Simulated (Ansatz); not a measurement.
A distorted cell of TiN (rock salt):

```xyz
4
Lattice="0.0000 4.2325 4.2325 2.1163 0.0000 2.1163 2.1163 2.1163 0.0000" Properties=species:S:1:pos:R:3 pbc="T T T"
N      0.0000     0.0000     0.0000
N      2.1163     4.2325     2.1163
Ti     2.1305     2.0903     2.1565
Ti     2.1020     4.2585     4.1922
```

Method: r2SCAN (plane waves to 500 eV, PAW, scalar-relativistic; Ansatz, a program for electronic structure). k mesh 19×19×19 (Γ-centred), Fermi-Dirac smearing 0.05 eV. Compression counts positive. With partly filled bands, energies and forces of such displacements shift with the k mesh and the smearing. TiN is run without spin polarisation. TiN was relaxed with its symmetry unable to fall.

**Question.** What forces act on the atoms (eV/Å, Cartesian)?

**Answer.** 
```
atom      Fx      Fy      Fz
----  ------  ------  ------
N1     0.000   0.000   0.000
N2     0.000   0.000   0.000
Ti3   -0.090   0.164  -0.256
Ti4    0.090  -0.164   0.256
```

**Question.** What is the stress tensor (GPa)?

**Answer.** 
```
    0.2     -0.2     -0.1
   -0.2      0.3      0.0
   -0.1      0.0      0.7
```
The pressure, a third of the trace, is 0.4 GPa.

(A displaced cell: forces are minus the slopes of the energy, force constants its curvatures, and phonons follow from these.)
